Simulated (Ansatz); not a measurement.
**Ru (bcc): energy against volume**

The calculation used Ansatz, DFT, BLYP, plane waves (420 eV) with PAW, scalar-relativistic. The PAW files were generated under PBE, with cores re-solved for the functional.

The cell is scaled uniformly from the relaxed one, with fractional coordinates and shape fixed. Energies are extrapolated to zero smearing, pressures are those at the given smearing. Magnetic state: spin not included.

A Birch-Murnaghan fit gives V₀ = 14.93 Å³/atom, B₀ = 240 GPa, B₀′ = 5.0.

(1) What are the energy above the minimum and the pressure at 13.767 Å³/atom?

(2) What are the energy above the minimum and the pressure at 16.162 Å³/atom?

(3) What are the energy above the minimum and the pressure at 16.760 Å³/atom?

Answers

(1) 79.7 meV/atom and 24.41 GPa as computed.

(2) 65.2 meV/atom and -14.97 GPa as computed.

(3) 133.7 meV/atom and -20.12 GPa as computed.
